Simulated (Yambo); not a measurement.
Yambo run on BeSe (zinc blende, space group F-43m, No. 216). The wavefunctions are norm-conserving PBE (stringent potentials; Quantum ESPRESSO, 106 Ry, scalar-relativistic) ones on a 4×4×4 mesh (14 occupied bands); a = 3.628 Å, b = 3.628 Å, c = 3.628 Å, α = 60.00°, β = 60.00°, γ = 60.00°.

Yambo input:

```
rim_cut
gw0
dyson
el_el_corr
HF_and_locXC
ppa
em1d
RandQpts= 1000000
RandGvec= 1 Ry
EXXRLvcs= 106 Ry
VXCRLvcs= 424 Ry
Chimod= "HARTREE"
% BndsRnXp
 11 | 156 |
%
NGsBlkXp= 9 Ry
% LongDrXp
 1.0 | 1.0 | 1.0 |
%
PPAPntXp= 27.2114 eV
% GbndRnge
 1 | 156 |
%
GTermKind= "BG"
DysSolver= "n"
ExtendOut
% QPkrange
 1 | 1 | 14 | 15 |
 7 | 7 | 15 | 15 |
%
```

k points by index: 1 = Γ, 7 = X.

The o-*.qp file then holds:

```
#    K-point    Band    Eo [eV]    E [eV]    E-Eo [eV]    Vxc [eV]    Vnlxc [eV]    Sc|Eo [eV]    Sc|E [eV]    dSc/dw|Eo [eV]    Re(Z)    Im(Z)
#
    1    14    0.000000    -0.794818    -0.794818    -14.80791    -17.16577    1.372928    1.563037    -6.507889    0.806996    -0.001252
    1    15    4.431836    4.869393    0.437557    -12.47505    -7.723374    -4.215511    -4.314123    -6.130938    0.816120    -0.001245
    7    15    2.618285    2.829696    0.211412    -9.414475    -5.370203    -3.788072    -3.832860    -5.762014    0.825251    -0.001193
```
(The two width columns are left out.) Convergence of these settings isn't established.

Spin-orbit coupling is not included.

Geometry relaxed with PBEsol.
